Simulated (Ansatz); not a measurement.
A geometry of SnSe away from equilibrium: step 2 of the relaxation of a randomly generated symmetric cell of SnSe (space group No. 38). Method: r2SCAN (plane waves to 500 eV, PAW, scalar-relativistic; Ansatz, a quantum-chemistry and plane-wave program). Γ-centred k-mesh 4×5×5 on the run's cell (coarser than for final values), Fermi–Dirac smearing 0.05 eV. The plane waves were selected for a different cell earlier on the path.

```xyz
4
Lattice="5.6988 0.0000 0.0000 0.0000 2.9632 3.8349 0.0000 -2.9632 3.8349" Properties=species:S:1:pos:R:3 pbc="T T T"
Se     0.0000     0.0000     5.0189
Se     2.8494     0.0000     1.6012
Sn     0.0000     0.0000     2.1817
Sn     2.8494     0.0000     5.6369
```

Task: Give the Cartesian forces on all atoms (eV/Å).

Result: 
```json
[
 {"atom": "Se1", "Fx": "0.00", "Fy": "0.00", "Fz": "0.00"},
 {"atom": "Se2", "Fx": "0.00", "Fy": "0.00", "Fz": "-0.27"},
 {"atom": "Sn3", "Fx": "0.00", "Fy": "0.00", "Fz": "-0.09"},
 {"atom": "Sn4", "Fx": "0.00", "Fy": "0.00", "Fz": "0.35"}
]
```

The path ends in I4mm (No. 107). No spin polarisation in the result.

The run could not lose the symmetry of its start: the end is stationary, and may be a saddle point rather than a minimum.

The end of the path is a generated cell of SnSe: the first start was made by a random draw of sites in a space group, and the end was not matched to a known phase here, so it may be hypothetical. Known forms of SnSe include space group No. 62.
